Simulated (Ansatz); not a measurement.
Te2Pd:
```
CELL_PARAMETERS angstrom
      1.95407     1.12818     5.67037
     -1.95407     1.12818     5.67037
      0.00000    -2.25637     5.67037
ATOMIC_POSITIONS crystal
  Pd 0.00000 0.00000 0.00000
  Te 0.24695 0.24695 0.24695
  Te 0.75305 0.75305 0.75305
```

Relaxed with PBE+D3(BJ). Special points in fractions of this cell's reciprocal vectors: Γ (0.000, 0.000, 0.000); T (0.500, 0.500, 0.500); H2 (0.807, 0.193, 0.500); H0 (0.500, -0.193, 0.193); L (0.500, 0.000, 0.000); S0 (0.347, -0.347, 0.000); S2 (0.653, 0.000, 0.347); F (0.500, 0.000, 0.500).

**Question.** List the band energies nearest the Fermi level at these points for the program Ansatz at the PBE+D3(BJ) level (PAW).

**Answer.** In eV from the Fermi level; about four levels below and three above (degenerate sets whole), none deeper than 8.9 eV; points with the same levels are listed once.

| k | below | above |
|---|---|---|
| Γ | -4.78 -4.78 -3.39 -3.39 -2.46 | 0.43 0.43 1.42 1.42 |
| T | -2.23 -1.22 -0.27 -0.27 | 2.02 2.02 4.88 |
| H2 | -3.05 -2.75 -1.88 -1.51 | 0.21 1.00 5.34 |
| L | -2.99 -2.35 -2.34 -1.46 | 0.31 0.61 4.22 |
| S0 | -3.08 -2.81 -2.10 -1.34 | 0.04 1.00 4.95 |
| F | -3.05 -2.71 -2.30 -1.02 | 2.14 2.18 2.78 |

Space group R-3m. A made-up cell: these elements were put on the sites of a structure type; neither database checked (COD, Materials Project) lists it. COD files the formula under space group No. 164. Its standing as an ambient phase is unchecked. The PBE+D3(BJ) relaxation kept the symmetry of its start; whether a distortion lowers the energy is not shown. No spin polarisation was allowed. Scalar-relativistic: spin–orbit coupling is off unless named, which matters more the heavier the elements.

Potentials: the later of the program's two PAW sets.
